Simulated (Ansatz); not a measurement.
**Notes on TlAgI₂**

```xyz
8
Lattice="-4.1640 4.1640 3.8244 4.1640 -4.1640 3.8244 4.1640 4.1640 -3.8244" Properties=species:S:1:pos:R:3 pbc="T T T"
I     1.5157    5.6796    0.0000
I     2.6483    1.5157    0.0000
I     2.6483   -1.5157    3.8244
I     1.5157    2.6483    3.8244
Tl    0.0000    0.0000    1.9122
Tl    0.0000    0.0000    5.7367
Ag    4.1640    0.0000    1.9122
Ag    0.0000    4.1640    1.9122
```

Level: r2SCAN, no spin polarisation; 500 eV; 5×5×5 Γ-centred mesh; fermi-dirac occupations (width 0.1 eV); Ansatz 0.2.0, fixed geometry.

Is it stable against the elements?

-0.53 eV an atom against the elements' usual phases (free molecules for gases, crystals otherwise, with no correction for O₂ or N₂), so it is bound against them; other compounds may still compete. Relaxing would lower it.

Describe some of the short contacts.

I–Ag at 2.87 Å: least valence density 0.28 e/Å³ and ELF 0.17 there. Tl–I at 3.60 Å: least valence density 0.09 e/Å³ and ELF 0.10 there, a closed-shell (ionic or weak) contact. Tl–Tl at 3.82 Å: least valence density 0.04 e/Å³ and ELF 0.04 there, a closed-shell (ionic or weak) contact. These are pseudo-fields; inside the PAW spheres they differ from the all-electron ones.

Are the atoms at rest?

Nearly at rest: the largest force is 0.014 eV/Å.

How is the charge shared?

Bader charges in e: Tl +0.61, Ag +0.35, I -0.48. In the mean Tl gives up most and I takes most.

What does the stress say?

The pressure is 0.8 GPa (compression positive), so with the atoms held at these fractions the cell would first expand.

Which orbitals make up the band edges?

Within 0.7 eV of the edges, the states project mainly on I p (73 %) and Ag d (22 %) below the gap and on Tl p (74 %) above it.

Metal or insulator? Give the gap.

The gap is 1.79 eV, direct at the points sampled.

Origin: a database entry at a rescaled volume. Caveats: no spin-orbit coupling, which can shift this gap by tenths of an eV; the mesh misses a band edge that the path finds.
